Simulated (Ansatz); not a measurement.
PtGe (MnP type, space group Pnma)

```xyz
8
Lattice="5.8187 0.0000 0.0000 0.0000 3.7571 0.0000 0.0000 0.0000 6.1752" Properties=species:S:1:pos:R:3 pbc="T T T"
Pt     5.8058     0.9393     1.1881
Pt     2.8965     0.9393     1.8995
Pt     0.0129     2.8178     4.9871
Pt     2.9222     2.8178     4.2756
Ge     1.0842     0.9393     3.6338
Ge     3.9936     0.9393     5.6290
Ge     4.7345     2.8178     2.5414
Ge     1.8251     2.8178     0.5462
```

The slice is a (001) plane (indices of the conventional cell) through the point (0.186, 0.250, 0.588) (fractional), spanned by u = [010] and v = [100] in vectors of this cell: u (3.76 Å) and v (5.82 Å, at 90° to u). It covers one period; positions are fractions (u, v).

Computed with PBE (plane waves to 420 eV, PAW, scalar-relativistic; Ansatz, an electronic-structure program). k mesh 8×12×8. Inside the PAW spheres the values are not all-electron values, and peaks at nuclei hang on which shells count as valence. PtGe is run without spin polarisation. PtGe was relaxed with its symmetry unable to fall. Spin-orbit coupling is left out, though Pt is heavy.

Problem. Predict the map of the electrostatic potential energy of an electron, from the cell's mean on the slice.

Solution. 
```
|xxxx268862xxx|
|xxx04677640xx|
|xx0356556530x|
|2246654456642|
|7777643346777|
|9887531135788|
|9987520025789|
|9997520025799|
|9998631136899|
|9998520025899|
|9997300003799|
|99850xxxx0589|
|9972xxxxxx279|
|8872xxxxxx278|
|77630xxxx0367|
|234400xx00443|
|xx0242112420x|
|xxx04666640xx|
|xxxx278872xxx|
|xxxx178871xxx|
```
Scale: ten equal steps from 4.00 (start of '0') to 12.06 (end of '9'), in the order '0123456789'. Values: electrostatic potential energy of an electron, from the cell's mean, in eV. The map has 13 points along u (one character each, u = 0 at the left) and 20 along v (v = 0 in the bottom row). Points within 1 Å of a nucleus are blanked (x), as the pseudised field means little there. Values under 4 eV are set to 4. The zero, the cell's mean, hangs on the PAW cores.
